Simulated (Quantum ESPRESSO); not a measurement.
# Zn4SeOS2: input and log of a self-consistent run

Simulated, not a measurement. The program is pw.x of Quantum ESPRESSO 7.5 (plane-wave density functional theory). The cell is made up: 8 atoms on a zincblende/diamond lattice, with randomly drawn elements, strain and displacements, not relaxed. PseudoDojo standard norm-conserving files (v0.5 for PBE, v0.4.1 for LDA and PBEsol) set the functional; there is no spin polarisation, spin-orbit coupling or dispersion term, and the masses in the input are unused placeholders.

Input:

```
&control calculation='scf', pseudo_dir='./dojo.nc.sr.pbe.v0_5.standard.upf', outdir='./o', disk_io='medium', tprnfor=.true., tstress=.true. /
&system ibrav=0, nat=8, ntyp=4, nbnd=63, ecutwfc=107.82251126, nosym=.true., tot_charge=0,
 occupations='smearing', smearing='fd', degauss=0.0018374661
/
&electrons conv_thr=7.350e-09, electron_maxstep=60, /
ATOMIC_SPECIES
O 1.0 O.upf
S 1.0 S.upf
Se 1.0 Se.upf
Zn 1.0 Zn.upf
CELL_PARAMETERS angstrom
5.596 -0.0568 0.0898
-0.0568 5.6644 -0.051
0.0898 -0.051 5.5507
ATOMIC_POSITIONS angstrom
Zn 0.0498 0.0021 0.0151
Zn 0.0176 2.7897 2.807
Zn 2.8034 -0.0427 2.899
Zn 2.8088 2.832 0.0102
Se 1.3604 1.4394 1.4169
O 1.3781 4.1786 4.1657
S 4.2463 1.3712 4.1434
S 4.0838 4.1669 1.4218
K_POINTS automatic
6 6 6 1 1 1
```

The log is shortened where brackets say so; the opening notice, blank lines, dates and the lines on written files are dropped, and the path of the files is cut. It prints rydbergs, bohrs and kilobars, and counts compression as positive stress.

```
     Program PWSCF v.7.5
     Parallel version (MPI & OpenMP), running on       1 processor cores
     Number of MPI processes:                 1
     Threads/MPI process:                     1
     [start-up lines left out]
     bravais-lattice index     =            0
     lattice parameter (alat)  =      10.5768  a.u.
     unit-cell volume          =    1186.8186 (a.u.)^3
     number of atoms/cell      =            8
     number of atomic types    =            4
     number of electrons       =       114.00
     number of Kohn-Sham states=           63
     kinetic-energy cutoff     =     107.8225  Ry
     charge density cutoff     =     431.2900  Ry
     scf convergence threshold =      7.3E-09
     mixing beta               =       0.7000
     number of iterations used =            8  plain     mixing
     Exchange-correlation= PBE
                           (   1   4   3   4   0   0   0)
     [axes and pseudopotential details left out]
   Cartesian axes
     site n.     atom                  positions (alat units)
         1        Zn     tau(   1) = (   0.0088976   0.0003752   0.0026979  )
         2        Zn     tau(   2) = (   0.0031445   0.4984270   0.5015179  )
         3        Zn     tau(   3) = (   0.5008747  -0.0076291   0.5179552  )
         4        Zn     tau(   4) = (   0.5018395   0.5059846   0.0018224  )
         5        Se     tau(   5) = (   0.2430584   0.2571731   0.2531531  )
         6        O      tau(   6) = (   0.2462208   0.7465774   0.7442726  )
         7        S      tau(   7) = (   0.7586731   0.2449880   0.7402883  )
         8        S      tau(   8) = (   0.7296397   0.7444870   0.2540285  )
     number of k points=   108  Fermi-Dirac smearing, width (Ry)=  0.0018
     Number of k-points >= 100: set verbosity='high' to print them.
     Dense  grid:   179479 G-vectors     FFT dimensions: (  72,  72,  72)
     Estimated max dynamical RAM per process >     279.66 MB
     Initial potential from superposition of free atoms
     starting charge     113.9993, renormalised to     114.0000
     Starting wfcs are   61 randomized atomic wfcs +    2 random wfcs
     total cpu time spent up to now is       69.6 secs
     per-process dynamical memory:   149.4 Mb
     Self-consistent Calculation
     iteration #  1     ecut=   107.82 Ry     beta= 0.70
     Davidson diagonalization with overlap
     ethr =  1.00E-02,  avg # of iterations =  4.5
     Threshold (ethr) on eigenvalues was too large:
     Diagonalizing with lowered threshold
     Davidson diagonalization with overlap
     ethr =  9.92E-04,  avg # of iterations =  1.0
     total cpu time spent up to now is      566.6 secs
     total energy              =   -1991.54082597 Ry
     estimated scf accuracy    <       1.11366314 Ry
     iteration #  2     ecut=   107.82 Ry     beta= 0.70
     Davidson diagonalization with overlap
     ethr =  9.77E-04,  avg # of iterations =  7.0
     total cpu time spent up to now is      886.8 secs
     total energy              =   -1990.78090056 Ry
     estimated scf accuracy    <       8.20633222 Ry
     iteration #  3     ecut=   107.82 Ry     beta= 0.70
     Davidson diagonalization with overlap
     ethr =  9.77E-04,  avg # of iterations =  5.5
     total cpu time spent up to now is     1200.1 secs
     total energy              =   -1992.10820485 Ry
     estimated scf accuracy    <       0.38440747 Ry
     iteration #  4     ecut=   107.82 Ry     beta= 0.70
     Davidson diagonalization with overlap
     ethr =  3.37E-04,  avg # of iterations =  2.0
     total cpu time spent up to now is     1455.5 secs
     total energy              =   -1992.12926857 Ry
     estimated scf accuracy    <       0.05908148 Ry
     iteration #  5     ecut=   107.82 Ry     beta= 0.70
     Davidson diagonalization with overlap
     ethr =  5.18E-05,  avg # of iterations =  2.4
     total cpu time spent up to now is     1663.9 secs
     total energy              =   -1992.13077812 Ry
     estimated scf accuracy    <       0.00794474 Ry
     iteration #  6     ecut=   107.82 Ry     beta= 0.70
     Davidson diagonalization with overlap
     ethr =  6.97E-06,  avg # of iterations =  7.1
     total cpu time spent up to now is     1915.3 secs
     total energy              =   -1992.13250214 Ry
     estimated scf accuracy    <       0.00134966 Ry
     iteration #  7     ecut=   107.82 Ry     beta= 0.70
     Davidson diagonalization with overlap
     ethr =  1.18E-06,  avg # of iterations =  2.0
     total cpu time spent up to now is     2206.3 secs
     total energy              =   -1992.13266385 Ry
     estimated scf accuracy    <       0.00008053 Ry
     iteration #  8     ecut=   107.82 Ry     beta= 0.70
     Davidson diagonalization with overlap
     ethr =  7.06E-08,  avg # of iterations =  2.7
     total cpu time spent up to now is     2461.1 secs
     total energy              =   -1992.13267736 Ry
     estimated scf accuracy    <       0.00000161 Ry
     iteration #  9     ecut=   107.82 Ry     beta= 0.70
     Davidson diagonalization with overlap
     ethr =  1.42E-09,  avg # of iterations =  4.0
     total cpu time spent up to now is     2785.1 secs
     total energy              =   -1992.13267804 Ry
     estimated scf accuracy    <       0.00000058 Ry
     iteration # 10     ecut=   107.82 Ry     beta= 0.70
     Davidson diagonalization with overlap
     ethr =  5.04E-10,  avg # of iterations =  2.0
     total cpu time spent up to now is     3030.3 secs
     total energy              =   -1992.13267816 Ry
     estimated scf accuracy    <       0.00000006 Ry
     iteration # 11     ecut=   107.82 Ry     beta= 0.70
     Davidson diagonalization with overlap
     ethr =  4.94E-11,  avg # of iterations =  2.0
     total cpu time spent up to now is     3286.1 secs
     End of self-consistent calculation
     [lines on levels left out]
!    total energy              =   -1992.13267817 Ry
     estimated scf accuracy    <          2.1E-09 Ry
     smearing contrib. (-TS)   =      -0.00000000 Ry
     internal energy E=F+TS    =   -1992.13267817 Ry
     The total energy is F=E-TS. E is the sum of the following terms:
     one-electron contribution =   -1643.99195788 Ry
     hartree contribution      =     837.41477195 Ry
     xc contribution           =    -248.73185217 Ry
     ewald contribution        =    -936.82364008 Ry
     convergence has been achieved in  11 iterations
     Forces acting on atoms (cartesian axes, Ry/au):
     atom    1 type  4   force =    -0.00320330   -0.04414443   -0.03639854
     atom    2 type  4   force =     0.00587675    0.05730768    0.02562056
     atom    3 type  4   force =    -0.01899573   -0.03566766    0.01514672
     atom    4 type  4   force =    -0.01464730    0.01944622   -0.02874461
     atom    5 type  3   force =     0.02372263   -0.01540315   -0.00593747
     atom    6 type  1   force =    -0.00370099    0.01562548   -0.00482891
     atom    7 type  2   force =    -0.00879424   -0.01385516    0.02976736
     atom    8 type  2   force =     0.01974218    0.01669102    0.00537489
     Total force =     0.116230     Total SCF correction =     0.000335
     Computing stress (Cartesian axis) and pressure
          total   stress  (Ry/bohr**3)                   (kbar)     P=      -64.43
  -0.00041988   0.00006091  -0.00007725          -61.77        8.96      -11.36
   0.00006091  -0.00048581   0.00005584            8.96      -71.46        8.21
  -0.00007725   0.00005584  -0.00040826          -11.36        8.21      -60.06
     init_run     :     65.26s CPU     69.43s WALL (       1 calls)
     electrons    :   3105.89s CPU   3216.52s WALL (       1 calls)
     forces       :     37.44s CPU     37.90s WALL (       1 calls)
     stress       :    136.04s CPU    140.28s WALL (       1 calls)
     [timing details left out]
     PWSCF        :  55m45.64s CPU  57m47.20s WALL
     JOB DONE.
```

In other units: free energy -27104.346 eV for the cell, pressure -6.44 GPa, largest force component 1.473 eV/Å. This run is the check on a run of the same cell at 1170 eV and a 4 x 4 x 4 mesh: rerunning at 1467 eV and a 6 x 6 x 6 mesh moved values by no more than 0.002 eV in energy, 0.02 GPa in stress and 0.002 eV/Å in force.